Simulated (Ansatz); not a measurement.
# Ga on a Si site in Si

Theory: Ansatz 0.2.0, DFT LDA, scalar-relativistic, plane waves, PAW. Settings: 420 eV cutoff, 3×3×3 k-mesh, Gaussian smearing of 0.02 eV, collinear spin in charge 0 alone.

Host crystal, relaxed:

```
Si
1.0
     0.00000    2.70097    2.70097
     2.70097    0.00000    2.70097
     2.70097    2.70097    0.00000
Si
2
Direct
  0.75000 0.75000 0.75000
  0.50000 0.50000 0.50000
```

Supercell of 32 atoms, rows in host cell vectors: -3 1 1; 1 1 -3; 1 -3 1. Atoms relax at the host's cell from a start displaced at random by 0.06 Å near the defect, so other minima may exist. The cell is small, so energies carry finite-size errors of tenths of an eV. The host's Kohn–Sham gap is 0.44 eV. Charged cells are corrected for image charges with the computed static dielectric tensor (mean 13.3) and aligned with the host's potential at far atoms (alignment terms reach 0.10 eV; the program doubts the alignment in some charges, where it is up to 0.10 eV). No band-filling term is added, and the Fermi level counts from the host's valence band top.

Starting moments were lost in some runs.

Defect: Ga on a Si site at (0.750, 0.750, 0.750) of the host cell.

Q: Does the neutral defect carry a moment, and how do its surroundings relax?

A: It adds no moment. The nearest neighbours before are 4 Si at 2.34 Å; after relaxation the atoms near the site are 4 Si at 2.36 Å; the largest move is 0.02 Å.

Q: Charges 0, -1 were computed. Which is stable where in the gap?

A: Among the charges computed the stable one is 0 at the valence band top, changing to -1 at 0.20 eV. In charge 0 the cell has partly filled bands: a level of the defect may be part filled, the carrier may sit in the host's bands, or levels may cross between the k points, so transitions that involve it are doubtful. Levels between neighbouring charges: (0/-1) 0.20 eV.

Cost: 3 runs of about 51 core-minutes in all, on AMD EPYC (Zen 3) (shared hosts).